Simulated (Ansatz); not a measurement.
## Equation of state of Sb2Au

Space group Fm-3m (No. 225). a = 6.656 Å, b = 6.656 Å, c = 6.656 Å, α = 90.00°, β = 90.00°, γ = 90.00°
```csv
atom,site,symmetry,x,y,z
Sb,8c,-43m,0.2500,0.7500,0.7500
Au,4a,m-3m,0.0000,0.0000,0.0000
```

The runs use the primitive cell with vectors (0.000, 3.328, 3.328), (3.328, 0.000, 3.328), (3.328, 3.328, 0.000) Å, to which the k mesh refers.

The cell is COD entry 9009002, as deposited and not checked against the literature; nothing was relaxed.

No spin–orbit coupling, which matters for the heavy atoms here.

All numbers are computed: DFT, LDA, all-electron LAPW, scalar-relativistic (Ansatz 0.2.0); DFT, LDA, PAW with Ansatz's default frozen-core files, scalar-relativistic (Ansatz 0.2.0).

For LAPW: a Γ-centred 9×9×9 k mesh, Fermi–Dirac smearing of 0.08 eV, basis error target 1 meV/atom, no spin polarisation. PAW takes a cutoff of 420 eV at this cell (files made with PBE, cores remade for this functional). The Ansatz runs share mesh, smearing and spin set-up. Plane-wave (PAW) pressures include the program's estimate of the Pulay term.

The cell above is scaled evenly, with fractional coordinates and shape held.

```csv
V/V(cell),V (Å³/atom),"P, LAPW (GPa)","P, PAW (GPa)","free energy over the lowest listed, PAW (meV/atom)"
0.9400,23.099,10.35,10.31,65.0
0.9600,23.590,7.60,7.56,37.7
0.9800,24.082,5.14,5.10,18.4
0.9900,24.327,4.01,3.98,11.4
1.0000,24.573,2.95,2.92,6.1
1.0100,24.819,1.95,1.91,2.4
1.0200,25.064,?,?,?
1.0400,25.556,-0.74,-0.78,0.0
1.0600,26.047,-2.29,-2.33,4.8
```

**Question.** Fill in the row V/V(cell) = 1.0200.

**Answer.** P, LAPW (GPa) = 1.00, P, PAW (GPa) = 0.96, free energy over the lowest listed, PAW (meV/atom) = 0.2.

**Question.** What do Birch–Murnaghan fits to the pressures give?

**Answer.** LAPW: V0 = 25.34 Å³/atom, B0 = 89 GPa, B0′ = 4.9; PAW: V0 = 25.33 Å³/atom, B0 = 89 GPa, B0′ = 4.9.

PAW's V0 lies -0.04 % from the all-electron value and its B0 0.1 %. Symmetry fixes shape and coordinates here, so this is the relaxed modulus.
